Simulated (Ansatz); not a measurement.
Q: Name crystals whose computed values (DFT-r²SCAN in the program Ansatz with PAW potentials) fall in these windows: gap (eV) 0.49 to 0.65; electron conductivity mass (mₑ) 0.30 to 0.40.

A: 

```csv
crystal,gap (eV),electron conductivity mass (mₑ)
"CrAgSe2, R3m (Cr on 3a, Ag on 3a, Se on 3a, Se on 3a)",0.57,0.35
"CaP, P-62m (Ca on 3g, Ca on 3f, P on 4h, P on 2e)",0.61,0.31
"BAs, Pm-3n (B on 6c, As on 6d)",0.61,0.38
"BP, Pm-3n (B on 6c, P on 6d)",0.64,0.39
```
Others may fit too.

Spin orders computed, not proven ground states: CrAgSe2, R3m (Cr on 3a, Ag on 3a, Se on 3a, Se on 3a) ferromagnetic. Typed or built starts, not in the databases checked: BAs, Pm-3n (B on 6c, As on 6d); BP, Pm-3n (B on 6c, P on 6d). Not the usual ambient phase: BAs, Pm-3n (B on 6c, As on 6d); BP, Pm-3n (B on 6c, P on 6d). Standing as an ambient phase not checked: CrAgSe2, R3m (Cr on 3a, Ag on 3a, Se on 3a, Se on 3a); CaP, P-62m (Ca on 3g, Ca on 3f, P on 4h, P on 2e). All cells were relaxed under the symmetry of their starts (and spin orders); stability against distortions was not tested throughout. Spin–orbit coupling is left out wherever it is not named.

Potentials: the later of the program's two PAW sets.
